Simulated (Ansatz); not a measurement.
# TiPd: two-dimensional strain map

Level of theory: DFT r2SCAN, scalar-relativistic, plane waves, PAW in Ansatz 0.2.0. Cutoff 500 eV, Γ-centred 16×16×16 k-points, Gaussian smearing of 0.15 eV. No spin polarisation. Energies are free energies at this smearing, counted from the undisturbed cell; pressure is positive in compression.

The undisturbed cell (as given, not relaxed at this level; it stands at -3.6 GPa, and it needn't be the usual structure):

```
Ti Pd
1.0
     3.18000    0.00000    0.00000
     0.00000    3.18000    0.00000
     0.00000    0.00000    3.18000
Ti Pd
1 1
Direct
  0.50000 0.50000 0.50000
  0.00000 0.00000 0.00000
```

The cell is strained by p along both x and y and by q along z, fractional coordinates fixed. Points are written (p, q).

Energy above the undisturbed cell in meV/atom (a dash: not computed):

```
 p \ q  -0.030  -0.015  0.000  0.015  0.030
-0.030    35.8    19.1    6.5      ?   -7.1
-0.015     7.2    -0.1   -4.1   -4.6      ?
 0.000    -5.1    -4.0    0.0    6.9   16.8
 0.015    -2.7       ?   17.2      –   47.1
 0.030       ?    28.5   46.2   66.1   88.0
```

(1) Fill in the withheld energies.

Results:

(1) (-0.030, 0.015): -2.2; (-0.015, 0.030): -1.7; (0.015, -0.015): 6.0; (0.030, -0.030): 13.1.